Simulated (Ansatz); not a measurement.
**GdMn (CsCl-type structure)**

Computed with Ansatz (plane waves, PAW, 420 eV cutoff): PBE+U (U_eff = 6 eV on Gd 4f), scalar-relativistic, collinear spin, Γ-centred 8×8×8 mesh, 0.05 eV Gaussian smearing; PAW files: Ansatz's generated set soft_2.

```xyz
2
Lattice="3.5624 0.0000 0.0000 0.0000 3.5624 0.0000 0.0000 0.0000 3.5624" Properties=species:S:1:pos:R:3 pbc="T T T"
Gd    0.0000    0.0000    0.0000
Mn    1.7812    1.7812    1.7812
```

The start was a prototype's sites filled with these elements, not a measured cell.

Magnetic state: ferrimagnetic, site spin moments Gd 7.36; Mn -3.56 μB.

Path: Γ–X–M–Γ–R–X | R–M, with Γ = (0.000, 0.000, 0.000), X = (0.000, 0.500, 0.000), M = (0.500, 0.500, 0.000), R = (0.500, 0.500, 0.500) in reciprocal vectors of the calculation's cell.

Q: Is it a metal or an insulator, and if it has a gap, where are the band edges on this path?

A: A metal: bands cross the Fermi level.

Bands as a text map, energy in eV from the Fermi level (dashes), each leg drawn with the same width, + spin up, o spin down, # both:
```
  4.86 |  #++      oo   o ++  o   #   +       +o  +  
  4.57 | +   ++++++++###++ o  +o   #o# oo ++oo#    ##
  4.29 |   o        o+ #    +    o     #++           
  4.00 |  +        o+   oooo   ooo+ + +     ++ +o    
  3.71 |    ooooooo#oooo#oo   ++o#ooooooooooooooooooo
  3.43 |ooooooooooooooooooo#ooooooooooooo#oooooo#oooo
  3.14 |   #o     +o     #o   oo##     # o      o#   
  2.86 |          o   +   +#      o   o        o o+++
  2.57 |    +oo o#  #+ #o      o+o      o o          
  2.29 |+++++  oo#+# o  +##+++++#  o o  + #o  o   oo 
  2.00 |  +  +  + o#+ o  +++     +  o   +o  oo      o
  1.71 |ooo+  ++ o+ o+ ++ooooooo  +++++++#++++++++++ 
  1.43 |   o#o +#++++##oo+      o        +o+     +++#
  1.14 |    ++#o +    +   #+   +        o +o       #+
  0.86 |++++#++++    # o    +++  o        ++      #  
  0.57 |         +  +  + #++   +         +      ++   
  0.29 |      +   ++#   #++     +  ++++#+   ++++ o   
  0.00 |-----o-++-+++---++-------+#+-++++--+--+------
 -0.29 |       ++++  +++              #  +++   +o +++
 -0.57 |      #    o     +       ++   o# +     o +   
 -0.86 |       oo                + o o  #  o  o +    
 -1.14 |     +   ooooooo  +     + + oo##ooo ooo#ooooo
 -1.43 |    +                  +   # ++  o    +  +   
 -1.71 |   +++   o   oooo+++       +##  +   ##oooo#oo
 -2.00 |+++ooo#oo  o#+++#ooo++#o  oo o#   oo  #    ++
 -2.29 |ooooooo###o#    oooooooooo+   o#o###   +     
 -2.57 |     ooooo+oooooo o     oooooooo##oooooo#oooo
 -2.86 |   ooo oo#o+     ooo   o #o    ooo#o    o#   
        Γ      X      M      Γ      R      XR       M
```

With a Hubbard U or exact exchange the result depends on the state in which the open shell ends, and a lower one can't be excluded. The equation of state at this level isn't smooth, a sign that the magnetic state shifts with volume and isn't converged in the mesh. These numbers lack spin–orbit coupling. Site moments are of spin, integrated over atomic spheres.
